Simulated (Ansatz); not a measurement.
KI (rock salt), conventional cell a = b = c = 7.1813 Å, α = β = γ = 90.00°. The calculation uses the primitive cell of 2 atoms, to which meshes and values per cell refer.

E(V) scan at fixed shape, V₀ the volume above. Symmetry pins the atoms to their sites.

Method: PBE (plane waves to 420 eV, PAW, scalar-relativistic; Ansatz, a first-principles code). k mesh 8×8×8 (Γ-centred), Fermi-Dirac smearing 0.05 eV. Energies are smeared free energies. Stress and pressure are positive under compression. KI was relaxed with its symmetry unable to fall. Spin-orbit coupling is left out, though I is heavy. The relaxed volume of KI is well above the measured one; the method has no dispersion term. The zero of ΔE is the relaxed starting cell.

```json
[
 {"V (Å³/cell)": "87.03", "ΔE (meV/atom)": "[?]", "P (GPa)": "0.77"},
 {"V (Å³/cell)": "88.14", "ΔE (meV/atom)": "[?]", "P (GPa)": "0.59"},
 {"V (Å³/cell)": "89.25", "ΔE (meV/atom)": "2.2", "P (GPa)": "0.43"},
 {"V (Å³/cell)": "90.36", "ΔE (meV/atom)": "1.0", "P (GPa)": "0.28"},
 {"V (Å³/cell)": "91.47", "ΔE (meV/atom)": "0.2", "P (GPa)": "0.14"},
 {"V (Å³/cell)": "92.59", "ΔE (meV/atom)": "0.0", "P (GPa)": "0.00"},
 {"V (Å³/cell)": "93.70", "ΔE (meV/atom)": "0.2", "P (GPa)": "-0.12"},
 {"V (Å³/cell)": "94.81", "ΔE (meV/atom)": "0.8", "P (GPa)": "-0.23"},
 {"V (Å³/cell)": "95.92", "ΔE (meV/atom)": "1.8", "P (GPa)": "-0.34"},
 {"V (Å³/cell)": "97.03", "ΔE (meV/atom)": "3.2", "P (GPa)": "-0.44"},
 {"V (Å³/cell)": "98.14", "ΔE (meV/atom)": "4.8", "P (GPa)": "-0.53"}
]
```

### Question
Fill in the missing entries.

### Answer

- 87.03, ΔE (meV/atom): 6.3
- 88.14, ΔE (meV/atom): 3.9

(A scan under strain: stresses follow from slopes of the energy per volume, elastic moduli from its curvatures.)
